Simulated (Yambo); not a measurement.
Yambo run on NaTaO$_{3}$ (space group P4/mbm, No. 127). The wavefunctions come from this Quantum ESPRESSO step (LDA, PseudoDojo standard norm-conserving files, scalar-relativistic):

```
&CONTROL
  calculation = 'nscf'
  pseudo_dir = './pseudo'
  outdir = './out'
/
&SYSTEM
  ibrav = 0
  nat = 10
  ntyp = 3
  ecutwfc = 88.0
  ecutrho = 352.0
  occupations = 'fixed'
  force_symmorphic = .true.
  nbnd = 191
/
&ELECTRONS
  conv_thr = 1e-08
  diago_full_acc = .true.
  diago_thr_init = 1e-08
/
ATOMIC_SPECIES
O 15.9990 O.upf
Na 22.9898 Na.upf
Ta 180.9479 Ta.upf
CELL_PARAMETERS angstrom
  5.477130000000   0.000000000000   0.000000000000
  0.000000000000   5.477130000000   0.000000000000
  0.000000000000   0.000000000000   3.959140000000
ATOMIC_POSITIONS crystal
O   0.696620000000   0.196620000000   0.000000000000
O   0.303380000000   0.803380000000   0.000000000000
O   0.803380000000   0.696620000000   0.000000000000
O   0.196620000000   0.303380000000   0.000000000000
O   0.000000000000   0.000000000000   0.500000000000
O   0.500000000000   0.500000000000   0.500000000000
Na   0.000000000000   0.500000000000   0.500000000000
Na   0.500000000000   0.000000000000   0.500000000000
Ta   0.000000000000   0.000000000000   0.000000000000
Ta   0.500000000000   0.500000000000   0.000000000000
K_POINTS automatic
2 2 4 0 0 0
```

Yambo input:

```
rim_cut
gw0
dyson
el_el_corr
HF_and_locXC
ppa
em1d
RandQpts= 1000000
RandGvec= 1 Ry
EXXRLvcs= 88 Ry
VXCRLvcs= 352 Ry
Chimod= "HARTREE"
% BndsRnXp
 5 | 189 |
%
NGsBlkXp= 7 Ry
% LongDrXp
 1.0 | 1.0 | 1.0 |
%
PPAPntXp= 27.2114 eV
% GbndRnge
 1 | 189 |
%
GTermKind= "BG"
DysSolver= "n"
ExtendOut
% QPkrange
 1 | 1 | 40 | 41 |
 3 | 3 | 40 | 41 |
%
```

k points by index: 1 = Γ, 3 = Z.

Table of the .qp output:

```
#    K-point    Band    Eo [eV]    E [eV]    E-Eo [eV]    Vxc [eV]    Vnlxc [eV]    Sc|Eo [eV]    Sc|E [eV]    dSc/dw|Eo [eV]    Re(Z)    Im(Z)
#
    1    40    -0.590610    -1.111543    -0.520933    -20.10810    -25.32940    4.553693    4.700373    -7.660136    0.780331    -0.001282
    1    41    2.265100    3.552803    1.287702    -15.08807    -9.315154    -4.214946    -4.485219    -5.710859    0.826533    -0.001109
    3    40    0.000000    -0.454363    -0.454363    -19.97882    -25.10171    4.536230    4.668526    -7.920722    0.774542    -0.001419
    3    41    2.677666    4.040116    1.362450    -15.47593    -9.327225    -4.493950    -4.786256    -5.837545    0.823365    -0.001152
```
(The two width columns are left out.) Convergence of these settings isn't established.

Spin-orbit coupling is not included.

Geometry of the Materials Project entry, not relaxed at this level.

This is not the ordinary phase of the substance.
